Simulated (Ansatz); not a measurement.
Space group I-43d (No. 220). a = 6.442 Å, b = 6.442 Å, c = 6.442 Å, α = 90.00°, β = 90.00°, γ = 90.00°
```csv
atom,site,symmetry,x,y,z
Si,12b,-4..,0.3750,0.5000,0.7500
N,16c,.3.,0.2812,0.2812,0.2812
```

Equation of state of this Si$_{3}$N$_{4}$ structure (not necessarily the ground state), with shape and atoms relaxed at each volume where symmetry leaves them free. Level of theory: DFT r2SCAN, scalar-relativistic, plane waves, PAW in Ansatz.

Cutoff 500 eV; k points 6×6×6 on the computed 14-atom cell (Γ-centred); Gaussian smearing, width 0.02 eV; no spin polarisation.

```tsv
V (Å³/atom)	E − E(largest V) (meV/atom)	P (GPa)	gap on mesh (eV)
8.404	72.07	43.31	4.90
8.690	6.34	30.42	4.91
8.977	-37.60	18.96	4.89
9.263	-62.29	8.87	4.85
9.550	-70.09	0.04	4.75
9.836	-63.14	-7.64	4.62
10.123	-43.38	-14.31	4.49
10.505	0.00	-21.84	4.26
```

Problem. Fit a third-order Birch–Murnaghan equation to E(V).

Solution. V0 = 9.55 Å³/atom, B0 = 273 GPa, B0' = 3.5.

This form isn't the usual stable structure of the compound.

Cost: 8 runs of about 16 core-minutes in all, on Intel Xeon Processor @ 2.50GHz (Skylake/Cascade Lake) (shared hosts).